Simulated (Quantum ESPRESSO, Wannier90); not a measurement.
GeSe2 (I-42d), plane waves to Wannier functions

Structure: Materials Project mp-10074, symmetrised, not relaxed again. Not found in the COD (Crystallography Open Database) copy used; not checked further. Method: PBEsol plane waves in Quantum ESPRESSO 7.5 (PseudoDojo norm-conserving files, 69 Ry, no spin polarisation, no spin-orbit coupling), Bloch states on a 4×4×4 mesh through Γ, Wannier90 4.0.1. Density: 6×6×6 mesh, cold smearing 0.01 Ry. Spin-orbit coupling, left out, would split the p-like bands by a few tenths of an eV.

On the energy scale of pw.x, whose zero is arbitrary, the valence-band maximum lies at 6.01 eV.

Input w.win:

```
num_bands = 37
num_wann = 24
exclude_bands = 1-30
num_iter = 1000
conv_tol = 1.0e-6
conv_window = 4
dis_num_iter = 1000
dis_conv_tol = 1.0e-6
dis_froz_max = 9.09
write_hr = true
write_u_matrices = true
auto_projections = true
begin unit_cell_cart
ang
    5.9366300000    0.0000000000    0.0000000000
    0.0000000000    5.9366300000    0.0000000000
   -2.9683150000   -2.9683150000    4.7856550000
end unit_cell_cart
begin atoms_frac
Ge   0.2500000000 -0.2500000000  0.5000000000
Ge   0.0000000000  0.0000000000  0.0000000000
Se  -0.3750000000 -0.3629600000 -0.2500000000
Se  -0.1129600000  0.3750000000  0.2500000000
Se   0.1250000000  0.1129600000 -0.2500000000
Se   0.3629600000 -0.1250000000  0.2500000000
end atoms_frac
mp_grid = 4 4 4
begin kpoints
0.0000000000 0.0000000000 0.0000000000
0.0000000000 0.0000000000 0.2500000000
0.0000000000 0.0000000000 0.5000000000
... (61 more lines: the 4x4x4 mesh through Gamma)
end kpoints
```

Input of pw2wannier90.x that gives the overlap and projection files (equivalent; here they were cut from one run over all bands):

```
&inputpp
  outdir = './out'
  prefix = 'pwscf'
  seedname = 'w'
  write_amn = .true.
  write_mmn = .true.
  atom_proj = .true.
  atom_proj_exclude = 1 2 3 4 5 10 11 12 13 14 19 20 21 22 23 28 29 30 31 32 37 38 39 40 41 46 47 48 49 50
/
```

Output w.wout (banner and timings cut):

```
                                    ------
                                    SYSTEM
                                    ------

                              Lattice Vectors (Ang)
                    a_1     5.936630   0.000000   0.000000
                    a_2     0.000000   5.936630   0.000000
                    a_3    -2.968315  -2.968315   4.785655

                   Unit Cell Volume:     168.66359  (Ang^3)

                        Reciprocal-Space Vectors (Ang^-1)
                    b_1     1.058376  -0.000000   0.656460
                    b_2    -0.000000   1.058376   0.656460
                    b_3     0.000000   0.000000   1.312921

 *----------------------------------------------------------------------------*
 |   Site       Fractional Coordinate          Cartesian Coordinate (Ang)     |
 +----------------------------------------------------------------------------+
 | ge   1   0.25000  -0.25000   0.50000   |    0.00000  -2.96832   2.39283    |
 | ge   2   0.00000   0.00000   0.00000   |    0.00000   0.00000   0.00000    |
 | se   1  -0.37500  -0.36296  -0.25000   |   -1.48416  -1.41268  -1.19641    |
 | se   2  -0.11296   0.37500   0.25000   |   -1.41268   1.48416   1.19641    |
 | se   3   0.12500   0.11296  -0.25000   |    1.48416   1.41268  -1.19641    |
 | se   4   0.36296  -0.12500   0.25000   |    1.41268  -1.48416   1.19641    |
 *----------------------------------------------------------------------------*
                                ------------
                                K-POINT GRID
                                ------------

             Grid size =  4 x  4 x  4      Total points =   64

 *---------------------------------- MAIN ------------------------------------*
 |  Number of Wannier Functions               :                24             |
 |  Number of Objective Wannier Functions     :                24             |
 |  Number of input Bloch states              :                37             |
 |  Output verbosity (1=low, 5=high)          :                 1             |
 |  Timing Level (1=low, 5=high)              :                 1             |
 |  Optimisation (0=memory, 3=speed)          :                 3             |
 |  Length Unit                               :               Ang             |
 |  Post-processing setup (write *.nnkp)      :                 F             |
 |  Using Gamma-only branch of algorithms     :                 F             |
 *----------------------------------------------------------------------------*
 *------------------------------- WANNIERISE ---------------------------------*
 |  Total number of iterations                :              1000             |
 |  Number of CG steps before reset           :                 5             |
 |  Trial step length for line search         :             2.000             |
 |  Convergence tolerence                     :         0.100E-05             |
 |  Convergence window                        :                 4             |
 |  Iterations between writing output         :                 1             |
 |  Iterations between backing up to disk     :               100             |
 |  Write r^2_nm to file                      :                 F             |
 |  Write xyz WF centres to file              :                 F             |
 |  Write on-site energies <0n|H|0n> to file  :                 F             |
 |  Use guiding centre to control phases      :                 F             |
 |  Use phases for initial projections        :                 F             |
 *----------------------------------------------------------------------------*
 *------------------------------- DISENTANGLE --------------------------------*
 |  Using band disentanglement                :                 T             |
 |  Total number of iterations                :              1000             |
 |  Mixing ratio                              :             0.500             |
 |  Convergence tolerence                     :         1.000E-06             |
 |  Convergence window                        :                 3             |
 *----------------------------------------------------------------------------*
 *-------------------------------- PLOTTING ----------------------------------*
 |  Plotting Hamiltonian in WF basis          :                 T             |
 *----------------------------------------------------------------------------*

       ... (k-mesh section left out)

 Starting a new Wannier90 calculation ...

 Reading overlaps from w.mmn

 Reading projections from w.amn

 *------------------------------- DISENTANGLE --------------------------------*
 +----------------------------------------------------------------------------+
 |                              Energy  Windows                               |
 |                              ---------------                               |
 |                   Outer:   -8.14193  to   18.98247  (eV)                   |
 |                   Inner:   -8.14193  to    9.09000  (eV)                   |
 +----------------------------------------------------------------------------+
   Number of target bands to extract:   24

                   Unitarised projection of Wannier functions
                   ------------------------------------------
   A_mn = <psi_m|g_n> --> S = A.A^+ --> U = S^-1/2.A
   In dis_project... done
   Using an inner window (linner = T)
   In dis_proj_froz... done

                   Extraction of optimally-connected subspace
                   ------------------------------------------
 +---------------------------------------------------------------------+<-- DIS
 |  Iter     Omega_I(i-1)      Omega_I(i)      Delta (frac.)           |<-- DIS
 +---------------------------------------------------------------------+<-- DIS
       1      33.01920736      32.13430089       2.754E-02    <-- DIS
       2      32.40675949      31.87912028       1.655E-02    <-- DIS
       3      32.09267281      31.70049688       1.237E-02    <-- DIS
       4      31.85997546      31.56829877       9.240E-03    <-- DIS
       5      31.68733827      31.46792918       6.972E-03    <-- DIS
       6      31.55788728      31.39029640       5.339E-03    <-- DIS
       ... (lines left out)
      56      31.05161182      31.05158132       9.822E-07    <-- DIS
      57      31.05158083      31.05155739       7.548E-07    <-- DIS
      58      31.05155397      31.05153651       5.624E-07    <-- DIS

             <<<      Delta < 1.000E-06  over  3 iterations     >>>
             <<< Disentanglement convergence criteria satisfied >>>

        Final Omega_I    31.05153651 (Ang^2)

 +----------------------------------------------------------------------------+

 Writing checkpoint file w.chk... done

 *------------------------------- WANNIERISE ---------------------------------*
 +--------------------------------------------------------------------+<-- CONV
 | Iter  Delta Spread     RMS Gradient      Spread (Ang^2)            |<-- CONV
 +--------------------------------------------------------------------+<-- CONV

 ------------------------------------------------------------------------------
 Initial State
  WF centre and spread    1  ( -0.000014, -2.968281,  2.392896 )     1.95983344
  WF centre and spread    2  (  0.000458, -2.970035,  2.390885 )     2.40920247
  WF centre and spread    3  ( -0.000579, -2.968290,  2.404773 )     2.54361968
  WF centre and spread    4  ( -0.000168, -2.967378,  2.381012 )     2.53590302
  WF centre and spread    5  ( -0.000061, -0.000004, -0.000067 )     1.95994679
  WF centre and spread    6  (  0.000798, -0.001056,  0.001981 )     2.41780893
  WF centre and spread    7  ( -0.000322, -0.000080, -0.012736 )     2.54292722
  WF centre and spread    8  (  0.000110,  0.000021,  0.012602 )     2.53517624
  WF centre and spread    9  ( -1.484260, -1.332661, -1.196455 )     1.39821928
  WF centre and spread   10  ( -1.484365, -1.439596, -1.196354 )     1.89130464
  WF centre and spread   11  ( -1.484179, -1.445677, -1.196233 )     1.95786664
  WF centre and spread   12  ( -1.484486, -1.499654, -1.196672 )     1.92165282
  WF centre and spread   13  ( -1.332654,  1.484189,  1.196450 )     1.39909564
  WF centre and spread   14  ( -1.439317,  1.484223,  1.196104 )     1.88999921
  WF centre and spread   15  ( -1.500411,  1.484303,  1.196369 )     1.92376085
  WF centre and spread   16  ( -1.444953,  1.484456,  1.196181 )     1.95824732
  WF centre and spread   17  (  1.484168,  1.332643, -1.196531 )     1.39903879
  WF centre and spread   18  (  1.484179,  1.439850, -1.196256 )     1.89031278
  WF centre and spread   19  (  1.484213,  1.444490, -1.196571 )     1.95775354
  WF centre and spread   20  (  1.484426,  1.500120, -1.196615 )     1.92371587
  WF centre and spread   21  (  1.332629, -1.484236,  1.196540 )     1.39851803
  WF centre and spread   22  (  1.439385, -1.484316,  1.196521 )     1.88971171
  WF centre and spread   23  (  1.500114, -1.484628,  1.196923 )     1.92147329
  WF centre and spread   24  (  1.445413, -1.483905,  1.196627 )     1.95904137
  Sum of centres and spreads (  0.000125,-11.875505,  9.571372 )    47.58412956

      0     0.476E+02     0.0000000000       47.5841295574  <-- CONV
        O_D=      0.0082636 O_OD=     16.5243295 O_TOT=     47.5841296 <-- SPRD
 ------------------------------------------------------------------------------
      1    -0.182E+01     1.2143806670       45.7640401644  <-- CONV
        O_D=      0.0215907 O_OD=     14.6909129 O_TOT=     45.7640402 <-- SPRD
      2    -0.697E+00     1.1580204790       45.0672073314  <-- CONV
        O_D=      0.0168296 O_OD=     13.9988413 O_TOT=     45.0672073 <-- SPRD
      3    -0.309E+00     0.8358909459       44.7577709390  <-- CONV
        O_D=      0.0100223 O_OD=     13.6962121 O_TOT=     44.7577709 <-- SPRD
      4    -0.136E+00     0.5880677514       44.6214868328  <-- CONV
        O_D=      0.0062599 O_OD=     13.5636904 O_TOT=     44.6214868 <-- SPRD
      5    -0.604E-01     0.3717565351       44.5611331962  <-- CONV
        O_D=      0.0057409 O_OD=     13.5038557 O_TOT=     44.5611332 <-- SPRD
       ... (lines left out)
    100    -0.382E-01     0.2867643824       37.2969820492  <-- CONV
        O_D=      0.0047765 O_OD=      6.2406690 O_TOT=     37.2969820 <-- SPRD
       ... (lines left out)
    200    -0.219E-02     0.0611808132       36.6475758703  <-- CONV
        O_D=      0.0038885 O_OD=      5.5921508 O_TOT=     36.6475759 <-- SPRD
       ... (lines left out)
    300    -0.190E-02     0.0716577992       36.3759560182  <-- CONV
        O_D=      0.0037438 O_OD=      5.3206757 O_TOT=     36.3759560 <-- SPRD
       ... (lines left out)
    400    -0.716E-03     0.0379852438       36.2401477990  <-- CONV
        O_D=      0.0034771 O_OD=      5.1851342 O_TOT=     36.2401478 <-- SPRD
       ... (lines left out)
    500    -0.109E-03     0.0137197345       36.1985468687  <-- CONV
        O_D=      0.0034634 O_OD=      5.1435469 O_TOT=     36.1985469 <-- SPRD
       ... (lines left out)
    600    -0.109E-04     0.0053518860       36.1940216773  <-- CONV
        O_D=      0.0034634 O_OD=      5.1390218 O_TOT=     36.1940217 <-- SPRD
       ... (lines left out)
    700    -0.908E-06     0.0013591239       36.1935764959  <-- CONV
        O_D=      0.0034634 O_OD=      5.1385766 O_TOT=     36.1935765 <-- SPRD
       ... (lines left out)
    711    -0.825E-06     0.0012481078       36.1935653089  <-- CONV
        O_D=      0.0034633 O_OD=      5.1385655 O_TOT=     36.1935653 <-- SPRD
    712    -0.691E-06     0.0011808907       36.1935646177  <-- CONV
        O_D=      0.0034634 O_OD=      5.1385647 O_TOT=     36.1935646 <-- SPRD
    713    -0.947E-06     0.0010732891       36.1935636703  <-- CONV
        O_D=      0.0034635 O_OD=      5.1385637 O_TOT=     36.1935637 <-- SPRD
             <<<     Delta < 1.000E-06  over  4 iterations     >>>
             <<< Wannierisation convergence criteria satisfied >>>
 Final State
  WF centre and spread    1  ( -0.424953, -3.357206,  2.809585 )     1.70748807
  WF centre and spread    2  (  0.386229, -3.394178,  1.973970 )     1.70708655
  WF centre and spread    3  ( -0.387264, -2.542284,  1.976882 )     1.70803904
  WF centre and spread    4  (  0.425690, -2.580384,  2.808916 )     1.70650371
  WF centre and spread    5  (  0.425898, -0.387805, -0.416446 )     1.71052969
  WF centre and spread    6  (  0.385922,  0.426483,  0.416319 )     1.70932536
  WF centre and spread    7  ( -0.426080,  0.386742, -0.415186 )     1.70790161
  WF centre and spread    8  ( -0.385198, -0.426758,  0.417308 )     1.71033060
  WF centre and spread    9  ( -1.205054, -1.124818, -1.506778 )     1.41673955
  WF centre and spread   10  ( -1.765814, -1.128512, -0.884810 )     1.41491795
  WF centre and spread   11  ( -1.121544, -1.770635, -0.869250 )     1.39940161
  WF centre and spread   12  ( -1.844830, -1.771747, -1.524896 )     1.39935365
  WF centre and spread   13  ( -1.125080,  1.205273,  1.507445 )     1.41677242
  WF centre and spread   14  ( -1.770914,  1.121848,  0.870018 )     1.40025930
  WF centre and spread   15  ( -1.771292,  1.845266,  1.523617 )     1.40114336
  WF centre and spread   16  ( -1.128029,  1.764796,  0.884020 )     1.41497899
  WF centre and spread   17  (  1.202983,  1.126333, -1.506686 )     1.41619165
  WF centre and spread   18  (  1.766044,  1.126697, -0.886486 )     1.41616016
  WF centre and spread   19  (  1.123554,  1.770546, -0.867710 )     1.40001988
  WF centre and spread   20  (  1.844374,  1.771651, -1.525020 )     1.39933894
  WF centre and spread   21  (  1.122548, -1.206739,  1.506475 )     1.41585417
  WF centre and spread   22  (  1.130735, -1.766489,  0.883328 )     1.41495903
  WF centre and spread   23  (  1.772145, -1.843704,  1.525378 )     1.39923698
  WF centre and spread   24  (  1.770122, -1.120141,  0.871373 )     1.40103143
  Sum of centres and spreads (  0.000194,-11.875765,  9.571368 )    36.19356367

         Spreads (Ang^2)       Omega I      =    31.051536511
        ================       Omega D      =     0.003463451
                               Omega OD     =     5.138563708
    Final Spread (Ang^2)       Omega Total  =    36.193563670
```
